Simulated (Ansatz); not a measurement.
Relaxed-ion elastic tensor of Be2C (fluorite or antifluorite type, Fm-3m) in GPa (Voigt order), LDA (plane waves, PAW; program Ansatz); density 2.57 g/cm³, 6.48 Å³ per atom.

|  | 1 | 2 | 3 | 4 | 5 | 6 |
|---|---|---|---|---|---|---|
| 1 | 607 | 21.4 | 21.4 | 0.0 | 0.0 | 0.0 |
| 2 | 21.4 | 607 | 21.4 | 0.0 | 0.0 | 0.0 |
| 3 | 21.4 | 21.4 | 607 | 0.0 | 0.0 | 0.0 |
| 4 | 0.0 | 0.0 | 0.0 | 225 | 0.0 | 0.0 |
| 5 | 0.0 | 0.0 | 0.0 | 0.0 | 225 | 0.0 |
| 6 | 0.0 | 0.0 | 0.0 | 0.0 | 0.0 | 225 |

Is the crystal mechanically stable?

Yes: the smallest eigenvalue of C is 225 GPa.

Work out the Voigt, Reuss and Hill averages.

K_V = 217, K_R = 217, K_H = 217; G_V = 252, G_R = 248, G_H = 250 GPa.

Give Young's modulus, Poisson's ratio, Pugh's ratio and the universal anisotropy index.

E = 9KG/(3K + G) = 542 GPa; ν = 0.08; K/G = 0.87 (brittle by the Pugh limit of 1.75); A_U = 5G_V/G_R + K_V/K_R − 6 = 0.08.

Estimate the sound speeds and the Debye temperature.

v_l = √((K + 4G/3)/ρ) = 14600 m/s, v_t = √(G/ρ) = 9870 m/s, mean 10800 m/s; Θ = (h/k)(3n/4πV)^(1/3) v_m = 1720 K.

Give the Zener ratio and Young's modulus along [100], [110] and [111].

A = 2C44/(C11 − C12) = 0.77; 1/E = S11 − 2(S11 − S12 − S44/2)Γ with Γ = 0, 1/4, 1/3 gives 606, 524, 501 GPa.

Solve the Christoffel equation for the three sound speeds along [100], [110], [111].

Eigenvalues of C_ijkl n_j n_l equal ρv². In km/s, slowest first: [100] 9.36, 9.36, 15.38; [110] 9.36, 10.69, 14.50; [111] 10.26, 10.26, 14.19.

The cell was relaxed with LDA under the symmetry of its start; phonons on a q-mesh show no instability.

Potentials: the later of the program's two PAW sets.
